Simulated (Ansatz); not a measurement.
## Tl: levels along high-symmetry lines

```
Tl
1.0
     3.49734    0.00000    0.00000
    -1.74867    3.02878    0.00000
     0.00000    0.00000    5.64656
Tl
2
Direct
  0.33333 0.66667 0.25000
  0.66667 0.33333 0.75000
```

Atom numbers follow the list: Tl1, Tl2.

The cell is the one relaxed in the Materials Project (mp-82), not relaxed further here; entries there can be hypothetical.

Spin–orbit coupling is left out, though it moves levels of the heavy atoms by tenths of an eV or more.

All numbers below come from Ansatz 0.2.0, DFT, PBE, all-electron LAPW, scalar-relativistic.

Numerical set-up: a Γ-centred 11×11×6 k mesh, Fermi–Dirac smearing of 0.05 eV, basis error target 0.25 meV/atom, no spin polarisation.

Points in fractions of the reciprocal vectors of this cell: Γ (0, 0, 0), M (0.5, 0, 0), K (0.333, 0.333, 0), A (0, 0, 0.5), L (0.5, 0, 0.5), H (0.333, 0.333, 0.5). The path joins them by straight lines in the order Γ–M–K–Γ–A–L–H–A–L; legs that retrace an earlier one aren't tabulated. Energies are in eV from the Fermi level.

(1) Is there a gap?

(2) List the levels between -20 and 6 eV at the symmetry points.

## Answers

(1) none: bands cross the Fermi level, a metal.

(2) 
Γ: -11.70, -11.52, -11.50 (×2), -11.45 (×2), -11.38 (×2), -11.09 (×2), -9.72, -5.20, -2.67
M: -11.82, -11.68, -11.62, -11.53, -11.34, -11.33, -11.11, -11.08, -11.05, -11.04, -5.68, -4.58, -0.77, 0.47, 1.35, 3.69, 3.89
K: -11.73, -11.50 (×2), -11.43 (×2), -11.39, -11.26, -11.13 (×2), -11.09, -4.55 (×2), -1.16, 1.66 (×2), 2.71, 3.07 (×2)
A: -11.59 (×2), -11.52 (×4), -11.19 (×4), -8.37 (×2), 3.09 (×2)
L: -11.69 (×2), -11.68 (×2), -11.31 (×2), -11.07 (×2), -11.05 (×2), -4.70 (×2), -2.11 (×2), 5.46 (×2), 5.87 (×2)
H: -11.64 (×2), -11.44 (×2), -11.34 (×2), -11.31 (×2), -11.08 (×2), -4.10 (×2), -0.78 (×2), 0.27 (×2)
